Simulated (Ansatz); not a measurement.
A geometry of Y away from equilibrium: the start of the relaxation of a relaxed Y cell, doubled along one cell vector, shaken by Gaussian noise of σ = 0.08 Å a coordinate. Level of theory: r2SCAN (plane waves to 500 eV, PAW, scalar-relativistic; Ansatz, a quantum-chemistry and plane-wave program). Γ-centred k-mesh 6×11×8 on the run's cell (coarser than for final values), Fermi–Dirac smearing 0.05 eV.

```xyz
4
Lattice="-6.1791 6.1791 3.4353 3.0896 -3.0896 1.7176 3.0896 3.0896 -1.7176" Properties=species:S:1:pos:R:3:forces:R:3 pbc="T T T" free_energy=-15436.974 pressure_GPa=0.2
Y      0.1171     3.0745     0.7836   -0.3933   -0.0862   -0.0024
Y     -3.0336     6.1013     2.4946   -0.2793    0.5969    0.0504
Y     -0.0062    -0.0287    -0.1700    0.2507   -0.2620    0.7831
Y     -3.1073     3.1549     1.8132    0.4219   -0.2487   -0.8311
```

Positions in Å, forces in eV/Å, free energy of the cell in eV (comparable only within this code, potentials and settings). Largest force: 0.96 eV/Å, on Y4 (atoms numbered as listed); the geometry lies 0.42 eV/atom above the end of its relaxation.

No spin polarisation in the result.

The end of the path is a generated cell of Y: the first start was made by placing the elements on the sites of a structure type, and the end was not matched to a known phase here, so it may be hypothetical. Known forms of Y include space group No. 194.
